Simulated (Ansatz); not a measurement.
## Two states of BaCrF₆

```xyz
8
Lattice="3.6698 2.1188 2.3828 -3.6698 2.1188 2.3828 0.0000 -4.2375 2.3828" Properties=species:S:1:pos:R:3 pbc="T T T"
Ba    0.0000    0.0000    3.5742
F    -2.3377    1.3497    3.3764
F     0.0000   -2.6993    3.3764
F     2.3377    1.3497    3.3764
F     2.3377   -1.3497    3.7719
F    -2.3377   -1.3497    3.7719
F     0.0000    2.6993    3.7719
Cr    0.0000    0.0000    0.0000
```

Level: r2SCAN, with U_eff = 3.64 eV on atom 8 d (all-electron-ortho-atomic projectors); 500 eV; 4×4×4 Γ-centred mesh; fermi-dirac occupations (width 0.0403 eV); Ansatz 0.2.0, fixed geometry.

State A: Cr8 up (collinear spin). State B: no moments (no spin polarisation).

Task: Which state is lower, and how do they differ?

Result: State A is lower by 246.8 meV an atom at zero smearing.

```tsv
state	free energy (meV/atom)	largest moment in a small sphere (μB)	net moment (μB/cell)	gap on mesh (eV)	pressure (GPa)	largest force (eV/Å)
A	0.0	1.69	2.00	1.62	0.2	0.77
B	246.8	0.00	0.00	1.35	-0.4	0.47
```

Origin: a database entry at a rescaled volume. Caveats: the state breaks the symmetry of the cell.
